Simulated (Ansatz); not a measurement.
ZnCl$_{2}$ in space group P4_2/nmc (No. 137; Zn on 2a, Cl on 4d), DFT-LDA in the program Ansatz with PAW potentials, all energies at zero smearing, with the estimated change up to a 700 eV cutoff added, with one set of potentials and settings (totals compare only within such a set). Cell of 6 atoms (2 Zn, 4 Cl): -10675.401 eV.

```
element                reference phase  E (eV/atom)
-------  -----------------------------  -----------
Zn       P6_3/mmc, 2 atoms in the cell   -3246.2618
Cl           Cmce, 4 atoms in the cell   -1044.0601
```

Formation energy per atom, worked out: (-10675.401 − 2×(-3246.2618) − 4×(-1044.0601))/6 = -1.106 eV/atom (-107 kJ per mol of atoms), at 0 K, without zero-point energy or fitted corrections.

The first step of the workflow began from a Materials Project structure, measured or hypothetical; the Crystallography Open Database files this formula in space group No. 137, but the cells were not matched. Its standing as an ambient phase is unchecked. The LDA relaxation kept the symmetry of its start; whether a distortion lowers the energy is not shown. A crystal of weakly bound layers computed without a dispersion correction: the cell and the soft elastic constants depend strongly on that. The references are the lowest solids computed at this level, not always the standard phases (solids in place of the gases).

Potentials: the later of the program's two PAW sets.
